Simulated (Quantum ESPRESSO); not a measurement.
# Al2PdWZnIn3: input and log of a self-consistent run

Simulated, not a measurement. The program is pw.x of Quantum ESPRESSO 7.5 (plane-wave density functional theory). The cell is made up: eight metal atoms on a face-centred cubic lattice, with elements, volume, strain and displacements drawn at random and not relaxed, so it may be unstable or far from any real phase. PseudoDojo standard norm-conserving files set the functional (PBE unless stated); there is no spin polarisation or spin-orbit coupling, the Fermi-Dirac width of 0.25 eV means electrons at about 2900 K, and the masses in the input are unused placeholders. Heavy elements are run without spin-orbit coupling, which real alloys of them have. A spin test at this wide smearing found no moment, but such smearing suppresses magnetism that the real alloy may have.

Input:

```
&control calculation='scf', pseudo_dir='./dojo.nc.sr.pbe.v0_5.standard.upf', outdir='./o', disk_io='minimal', tprnfor=.true., tstress=.true. /
&system ibrav=0, nat=8, ntyp=5, nbnd=59, ecutwfc=84.00895049, nosym=.true., tot_charge=0,
 occupations='smearing', smearing='fd', degauss=0.0183746611
/
&electrons conv_thr=1.470e-08, electron_maxstep=70, mixing_beta=0.5 /
ATOMIC_SPECIES
Al 1.0 Al.upf
In 1.0 In.upf
Pd 1.0 Pd.upf
W 1.0 W.upf
Zn 1.0 Zn.upf
CELL_PARAMETERS angstrom
0.0 -2.1223 -2.1223
0.0 4.2446 -4.2446
8.4892 0.0 0.0
ATOMIC_POSITIONS angstrom
Al 0.0193 0.2112 0.125
Pd 4.2078 -0.1037 0.1407
W -0.0046 2.1906 -1.9674
Al 4.2074 2.0556 -1.9871
Zn 2.206 0.0327 -2.0642
In 6.387 -0.0022 -2.1435
In 2.2473 2.1138 -4.2225
In 6.4822 2.1103 -4.0658
K_POINTS automatic
8 4 3 1 1 1
```

The log is shortened where brackets say so; the opening notice, blank lines, dates and the lines on written files are dropped, and the path of the files is cut. It prints rydbergs, bohrs and kilobars, and counts compression as positive stress. Its total energy is the free energy E - TS of the whole cell.

```
     Program PWSCF v.7.5
     Parallel version (MPI & OpenMP), running on       4 processor cores
     Number of MPI processes:                 4
     Threads/MPI process:                     1
     [start-up lines left out]
     bravais-lattice index     =            0
     lattice parameter (alat)  =       5.6718  a.u.
     unit-cell volume          =    1032.1360 (a.u.)^3
     number of atoms/cell      =            8
     number of atomic types    =            5
     number of electrons       =        97.00
     number of Kohn-Sham states=           59
     kinetic-energy cutoff     =      84.0090  Ry
     charge density cutoff     =     336.0358  Ry
     scf convergence threshold =      1.5E-08
     mixing beta               =       0.5000
     number of iterations used =            8  plain     mixing
     Exchange-correlation= PBE
                           (   1   4   3   4   0   0   0)
     [axes and pseudopotential details left out]
   Cartesian axes
     site n.     atom                  positions (alat units)
         1        Al     tau(   1) = (   0.0064304   0.0703675   0.0416474  )
         2        Pd     tau(   2) = (   1.4019526  -0.0345507   0.0468784  )
         3        W      tau(   3) = (  -0.0015326   0.7298629  -0.6554973  )
         4        Al     tau(   4) = (   1.4018193   0.6848837  -0.6620609  )
         5        Zn     tau(   5) = (   0.7349939   0.0108950  -0.6877491  )
         6        In     tau(   6) = (   2.1280173  -0.0007330  -0.7141702  )
         7        In     tau(   7) = (   0.7487542   0.7042748  -1.4068503  )
         8        In     tau(   8) = (   2.1597359   0.7031086  -1.3546411  )
     number of k points=    48  Fermi-Dirac smearing, width (Ry)=  0.0184
                       cart. coord. in units 2pi/alat
        k(    1) = (   0.0589256   0.0000000  -0.0883883), wk =   0.0416667
        k(    2) = (  -0.1767767   0.0000000  -0.0883883), wk =   0.0416667
     [further k points left out]
     Dense  grid:   107355 G-vectors     FFT dimensions: (  36,  72,  96)
     Estimated max dynamical RAM per process >     331.03 MB
     Estimated total dynamical RAM >       1.22 GB
     Initial potential from superposition of free atoms
     starting charge      96.9826, renormalised to      97.0000
     Starting wfcs are   64 randomized atomic wfcs
     total cpu time spent up to now is        5.3 secs
     per-process dynamical memory:   250.7 Mb
     Self-consistent Calculation
     iteration #  1     ecut=    84.01 Ry     beta= 0.50
     Davidson diagonalization with overlap
     ethr =  1.00E-02,  avg # of iterations =  4.8
     total cpu time spent up to now is       17.0 secs
     total energy              =   -1240.88407252 Ry
     estimated scf accuracy    <      11.35043177 Ry
     iteration #  2     ecut=    84.01 Ry     beta= 0.50
     Davidson diagonalization with overlap
     ethr =  1.00E-02,  avg # of iterations =  4.1
     total cpu time spent up to now is       29.6 secs
     total energy              =   -1242.61266952 Ry
     estimated scf accuracy    <      99.67339891 Ry
     iteration #  3     ecut=    84.01 Ry     beta= 0.50
     Davidson diagonalization with overlap
     ethr =  1.00E-02,  avg # of iterations =  5.8
     total cpu time spent up to now is       42.5 secs
     total energy              =   -1248.63993962 Ry
     estimated scf accuracy    <       6.44091377 Ry
     iteration #  4     ecut=    84.01 Ry     beta= 0.50
     Davidson diagonalization with overlap
     ethr =  6.64E-03,  avg # of iterations =  2.0
     total cpu time spent up to now is       51.6 secs
     total energy              =   -1248.72323502 Ry
     estimated scf accuracy    <       2.72015622 Ry
     iteration #  5     ecut=    84.01 Ry     beta= 0.50
     Davidson diagonalization with overlap
     ethr =  2.80E-03,  avg # of iterations =  2.2
     total cpu time spent up to now is       60.6 secs
     total energy              =   -1248.57203739 Ry
     estimated scf accuracy    <       1.14678374 Ry
     [iterations 6 to 11 left out]
     iteration # 12     ecut=    84.01 Ry     beta= 0.50
     Davidson diagonalization with overlap
     ethr =  9.82E-08,  avg # of iterations =  2.0
     total cpu time spent up to now is      134.9 secs
     total energy              =   -1248.64729503 Ry
     estimated scf accuracy    <       0.00001073 Ry
     iteration # 13     ecut=    84.01 Ry     beta= 0.50
     Davidson diagonalization with overlap
     ethr =  1.11E-08,  avg # of iterations =  3.7
     total cpu time spent up to now is      146.3 secs
     total energy              =   -1248.64729701 Ry
     estimated scf accuracy    <       0.00001334 Ry
     iteration # 14     ecut=    84.01 Ry     beta= 0.50
     Davidson diagonalization with overlap
     ethr =  1.11E-08,  avg # of iterations =  2.0
     total cpu time spent up to now is      155.4 secs
     total energy              =   -1248.64729860 Ry
     estimated scf accuracy    <       0.00000023 Ry
     iteration # 15     ecut=    84.01 Ry     beta= 0.50
     Davidson diagonalization with overlap
     ethr =  2.40E-10,  avg # of iterations =  4.9
     total cpu time spent up to now is      167.3 secs
     total energy              =   -1248.64729866 Ry
     estimated scf accuracy    <       0.00000002 Ry
     iteration # 16     ecut=    84.01 Ry     beta= 0.50
     Davidson diagonalization with overlap
     ethr =  2.53E-11,  avg # of iterations =  2.4
     total cpu time spent up to now is      177.2 secs
     End of self-consistent calculation
     [lines on levels left out]
!    total energy              =   -1248.64729866 Ry
     estimated scf accuracy    <          1.7E-09 Ry
     smearing contrib. (-TS)   =      -0.06573748 Ry
     internal energy E=F+TS    =   -1248.58156118 Ry
     The total energy is F=E-TS. E is the sum of the following terms:
     one-electron contribution =    -666.87307558 Ry
     hartree contribution      =     389.55410321 Ry
     xc contribution           =    -244.92067440 Ry
     ewald contribution        =    -726.34191440 Ry
     convergence has been achieved in  16 iterations
     Forces acting on atoms (cartesian axes, Ry/au):
     atom    1 type  1   force =     0.02637338   -0.00177271   -0.00733748
     atom    2 type  3   force =     0.01147741    0.00433635   -0.00818705
     atom    3 type  4   force =     0.05586350   -0.01136842   -0.00123839
     atom    4 type  1   force =    -0.00890726   -0.00859224    0.00544096
     atom    5 type  5   force =    -0.01065502    0.00227289   -0.00102612
     atom    6 type  2   force =    -0.02156609   -0.02080704    0.03581591
     atom    7 type  2   force =    -0.02662229    0.00084463    0.00644192
     atom    8 type  2   force =    -0.02596362    0.03508653   -0.02990975
     Total force =     0.101270     Total SCF correction =     0.000283
     Computing stress (Cartesian axis) and pressure
          total   stress  (Ry/bohr**3)                   (kbar)     P=      -22.57
  -0.00007942  -0.00006033   0.00002111          -11.68       -8.88        3.11
  -0.00006033  -0.00018873   0.00009976           -8.88      -27.76       14.67
   0.00002111   0.00009976  -0.00019210            3.11       14.67      -28.26
     init_run     :      4.99s CPU      5.20s WALL (       1 calls)
     electrons    :    171.08s CPU    171.97s WALL (       1 calls)
     forces       :      1.73s CPU      1.76s WALL (       1 calls)
     stress       :      6.21s CPU      6.22s WALL (       1 calls)
     [timing details left out]
     PWSCF        :   3m 4.10s CPU   3m 5.31s WALL
     JOB DONE.
```

In other units: free energy -16988.712 eV for the cell, pressure -2.26 GPa, largest force component 1.436 eV/Å in size. The run took 187 s of wall time with four MPI processes on a shared machine (Intel Xeon, 2023 or later, virtual cores), so the time is rough. A rerun of this cell at a higher cutoff and on a denser mesh moved values by no more than 0.006 eV in energy, 0.22 GPa in stress and 0.015 eV/Å in force, and a second program with other atomic files agreed on that cell to 2 % rms in force and 0.5 GPa in pressure.